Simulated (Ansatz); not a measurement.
BeTe (zinc blende): energy against volume

BeTe (zinc blende)

```cif
data_BeTe
_chemical_formula_sum 'Te1 Be1'
_space_group_name_H-M_alt 'P 1'
_space_group_IT_number 1
_cell_length_a 4.00012
_cell_length_b 4.00012
_cell_length_c 4.00012
_cell_angle_alpha 60.000
_cell_angle_beta 60.000
_cell_angle_gamma 60.000
loop_
_space_group_symop_operation_xyz
  'x, y, z'
loop_
_atom_site_label
_atom_site_type_symbol
_atom_site_fract_x
_atom_site_fract_y
_atom_site_fract_z
_atom_site_occupancy
Te1 Te 0.25000 0.25000 0.25000 1
Be1 Be 0.00000 0.00000 0.00000 1
```

Equation-of-state scan: isotropic scaling of the cell above, V₀ being its volume. Symmetry pins the atoms to their sites.

Level of theory: r2SCAN (plane waves to 500 eV, PAW, scalar-relativistic; Ansatz, a first-principles code). k mesh 11×11×11 (Γ-centred), Fermi-Dirac smearing 0.05 eV. The energy includes the smearing's −TS. Stress and pressure are positive under compression. BeTe was relaxed with its symmetry unable to fall. Spin-orbit coupling is left out, though Te is heavy. The zero of ΔE is the relaxed starting cell.

```
V/V₀   ΔE (meV/atom)  P (GPa)
-----  -------------  -------
0.900           49.8     7.69
0.917           33.6     6.12
0.933           20.9     4.69
0.950           11.4     3.37
0.967            4.9     2.15
0.983            1.2     1.03
1.000            0.0     0.00
1.017            1.1    -0.95
1.033            4.4    -1.82
1.050            9.6    -2.63
1.067           16.7    -3.37
1.083           25.5    -4.05
1.100           35.7    -4.68
```

Read from the data:

| Property | Result |
|---|---|
| Pressure at the smallest volume | 7.69 GPa |
| Energy cost of the largest compression | 49.8 meV/atom |
| Energy cost of the largest expansion | 35.7 meV/atom |
| Bulk modulus B₀ (third-order Birch-Murnaghan fit) | 59.3 GPa |
| Pressure derivative B₀′ (fit) | 3.9 |
| Equilibrium volume of the fit | 22.63 Å³/atom |
| Pressure for 5 % compression (fit) | 3.4 GPa |

(A scan under strain: stresses follow from slopes of the energy per volume, elastic moduli from its curvatures.)
